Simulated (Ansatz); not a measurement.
Ag:
```
Ag
1.0
    0.00000     2.00091     2.00091
    2.00091     0.00000     2.00091
    2.00091     2.00091     0.00000
Ag
1
Cartesian
  0.00000   0.00000   0.00000
```

Relaxed with LDA. Special points in fractions of this cell's reciprocal vectors: Γ (0.000, 0.000, 0.000); X (0.500, 0.000, 0.500); U (0.625, 0.250, 0.625); K (0.375, 0.375, 0.750); L (0.500, 0.500, 0.500); W (0.500, 0.250, 0.750).

List the band energies nearest the Fermi level at these points for LDA (plane waves, PAW; program Ansatz).

In eV from the Fermi level; about four levels below and three above (degenerate sets whole), none deeper than 8.9 eV; … stands for higher levels left out; points with the same levels are listed once.

```
k                          below        above
-  -----------------------------  -----------
Γ  -5.11 -5.11 -5.11 -3.93 -3.93      15.89 …
X        -6.79 -3.06 -2.79 -2.79  1.36 7.07 …
U        -6.00 -4.33 -3.68 -3.12  4.32 5.31 …
L  -5.13 -5.13 -3.03 -3.03 -0.73       3.79 …
W        -5.43 -5.43 -3.93 -2.79  6.05 6.05 …
```

Space group Fm-3m (fcc (Cu type)). The cell keeps a stress of up to 0.2 GPa. Symmetry was held in the LDA relaxation. No spin polarisation was allowed. Scalar-relativistic: spin–orbit coupling is off unless named, which matters more the heavier the elements.

Potentials: the later of the program's two PAW sets.
